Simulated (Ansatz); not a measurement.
Tl (diamond, Fd-3m) at seven volumes, the program Ansatz at the r²SCAN level (PAW), scaled uniformly. One row is withheld.

```json
[
 {"V (Å³/atom)": "38.121", "P (GPa)": "2.20"},
 {"V (Å³/atom)": "39.378", "P (GPa)": "1.32"},
 {"V (Å³/atom)": "40.635", "P (GPa)": "?"},
 {"V (Å³/atom)": "41.892", "P (GPa)": "0.00"},
 {"V (Å³/atom)": "43.148", "P (GPa)": "-0.50"},
 {"V (Å³/atom)": "44.405", "P (GPa)": "-0.91"},
 {"V (Å³/atom)": "45.662", "P (GPa)": "-1.25"}
]
```

Q: Fit the shown pressures and predict the withheld one.

A: P = (3/2)B₀(x^(7/2) − x^(5/2))[1 + (3/4)(B′ − 4)(x − 1)] with x = (V₀/V)^(2/3). Least squares on the six rows gives V₀ = 41.886 Å³/atom, B₀ = 18.2 GPa, B′ = 5.29. At V = 40.635, x = 1.0204 and P = 0.60 GPa. The run itself gave 0.60 GPa.

The start of the workflow was typed in or built on a structure type; neither database checked (COD, Materials Project) lists it. It is not the phase usual at ambient conditions (space group No. 194). The r²SCAN relaxation kept the symmetry of its start. At this level the phase is mechanically unstable. Spin–orbit coupling is left out wherever it is not named.

Potentials: the later of the program's two PAW sets.
